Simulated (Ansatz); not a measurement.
ZnSnN2: computed property card

ZnSnN2:
```xyz
4
Lattice="1.5838 0.9144 5.1502 -1.5838 0.9144 5.1502 0.0000 -1.8288 5.1502" Properties=species:S:1:pos:R:3 pbc="T T T"
Zn     0.0000     0.0000     0.0000
Sn     0.0000     0.0000     7.7253
N      0.0000     0.0000    11.6429
N      0.0000     0.0000     3.8076
```

Space group R-3m (No. 166); conventional cell a = 3.1675 Å, b = 3.1675 Å, c = 15.4505 Å, α = 90.00°, β = 90.00°, γ = 120.00°.

Method: r²SCAN (plane waves, PAW; program Ansatz). Geometry: relaxed at this level of theory. Other levels are named where they apply.

### Cell and energy

```json
{
  "volume_per_atom": "11.19 Å³",
  "density": "7.87 g/cm³",
  "Formation energy from the elements (no fitted shifts)": "0.17 eV/atom"
}
```

### Electronic structure

```json
{
 "band_gap": "1.19 eV (indirect)",
 "valence_band_maximum": "on the Γ–S0 line, 58 % of the way from Γ (k = -0.003, 0.198, -0.201 in fractions of the reciprocal vectors)",
 "conduction_band_minimum": "at Γ",
 "smallest_direct_gap_on_the_standard_path": "1.33 eV",
 "electron_effective_mass": "0.14 mₑ (isotropic)",
 "Electron effective mass with spin–orbit coupling": "0.14 mₑ (isotropic)",
 "hole_effective_mass": "0.29, 0.84, 18 mₑ (principal values)",
 "Hole effective mass with spin–orbit coupling": "0.29, 0.83, 18 mₑ (principal values)",
 "HSE06 gap on the r²SCAN cell": "1.89 eV",
 "Gap with spin–orbit coupling": "1.19 eV"
}
```

### Mechanics

```json
{
  "Bulk modulus (Birch–Murnaghan fit)": "189 GPa",
  "Pressure derivative B′": "4.7",
  "Elastic constants (relaxed ions, GPa)": "C11 = 392, C12 = 123, C13 = 82.6, C14 = -56.9, C33 = 353, C44 = 26.9",
  "mechanical_stability": "stable (all eigenvalues of C positive)"
}
```

### Charges

```json
{
 "bader_charges": "Zn +1.21, Sn +2.14, N -1.68 e"
}
```

The start of the workflow was typed in or built on a structure type; neither database checked (COD, Materials Project) lists it. Whether it is the stable phase at ambient conditions was not checked. The r²SCAN relaxation kept the symmetry of its start; whether a distortion lowers the energy is not shown. Its formation energy is positive at this level, so the cell may be metastable or incomplete. The references are the lowest solids computed at this level, not always the standard phases (solids in place of the gases). Scalar-relativistic: spin–orbit coupling is off unless named, which matters more the heavier the elements.

Potentials: the earlier of the program's two PAW sets.
